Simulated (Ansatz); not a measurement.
TaAl:
```yaml
crystal:
  lattice:
    - [0.00000, 2.61558, 2.61558]
    - [2.61558, 0.00000, 2.61558]
    - [2.61558, 2.61558, 0.00000]
  atoms:
    - { symbol: Ta, position: [0.00000, 0.00000, 0.00000] }
    - { symbol: Al, position: [0.50000, 0.50000, 0.50000] }
```

Relaxed with PBEsol. Special points in fractions of this cell's reciprocal vectors: Γ (0.000, 0.000, 0.000); X (0.500, 0.000, 0.500); U (0.625, 0.250, 0.625); K (0.375, 0.375, 0.750); L (0.500, 0.500, 0.500); W (0.500, 0.250, 0.750).

### Question
List the band energies nearest the Fermi level at these points for DFT-PBEsol in the program Ansatz with PAW potentials.

### Answer
In eV from the Fermi level; about four levels below and three above (degenerate sets whole), none deeper than 8.9 eV; … stands for higher levels left out; points with the same levels are listed once.

```tsv
k	below	above
Γ	-0.58 -0.58 -0.58	0.14 0.14 …
X	-5.82 -2.58 -2.36	1.28 1.93 1.93
U	-5.13 -3.21 -2.49 -0.56	0.41 2.27 3.59
L	-5.31 -4.50 -1.74 -1.74	2.13 2.13 2.86
W	-4.94 -2.58 -2.58 -2.04	1.76 2.81 2.82 2.82
```

Space group Fm-3m (rock salt). The start of the workflow was typed in or built on a structure type; neither database checked (COD, Materials Project) lists it. Its standing as an ambient phase is unchecked. The PBEsol relaxation kept the symmetry of its start. At this level the phase is mechanically unstable. The run is not spin-polarised. Its formation energy is positive at this level, so the cell may be metastable or incomplete. Scalar-relativistic: spin–orbit coupling is off unless named, which matters more the heavier the elements.

Potentials: the earlier of the program's two PAW sets. The files were generated under PBE; for other functionals the program regenerates the frozen cores, and for LDA and PBEsol the local potential too.
